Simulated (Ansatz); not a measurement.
**What a change of settings does: HfOs**

First run: DFT, PBEsol, norm-conserving pseudopotentials, Ansatz's default files, scalar-relativistic (Ansatz 0.2.0).

Command: `ansatz run input.yaml --threads 1 --pin off --max-ram 2048MiB --backend cpu --events-out ev --progress --plain --runs-dir out` It took 32 s on 1 thread of Arm Neoverse V1, on a shared host, peak memory 0.35 GiB.

```yaml
crystal:
  lattice:
    - [3.239, 0.0, 0.0]
    - [0.0, 3.239, 0.0]
    - [0.0, 0.0, 3.239]
  atoms:
    - { symbol: Hf, position: [-0.105, -0.105, -0.105] }
    - { symbol: Os, position: [0.605, 0.605, 0.605] }
kpoints:
  mp_grid: { grid: [9, 9, 9] }
scf:
  occupations: { method: fermi_dirac, width: 0.05 }
hamiltonian:
  xc: pbesol
  pseudopotentials: { kind: nc }
output:
  forces: true
  stress: true
  eigenvalues: true
  populations: true
```

The cell is entry 1523505 of the Crystallography Open Database, unrelaxed.

This run: one bond, the shortest of the undistorted cell, set to 1.627 Å.

It converges in 8 SCF iterations at a pressure of 185.2 GPa, largest force 62.440 eV/Å, cutoff 1007 eV.

The input is then changed:

```diff
   pseudopotentials: { kind: nc }
+  hubbard: { sites: [{ species: Hf, l: d, u_eff: 3.0 }], double_counting: fll }
 output:
   populations: true
+basis:
+  ecutwfc: "800 eV"
```

Question: What does the second run give?

Answer: It converges in 9 SCF iterations at a pressure of 188.9 GPa, largest force 62.781 eV/Å, cutoff 800 eV. More than one line changes, and not each need have an effect.
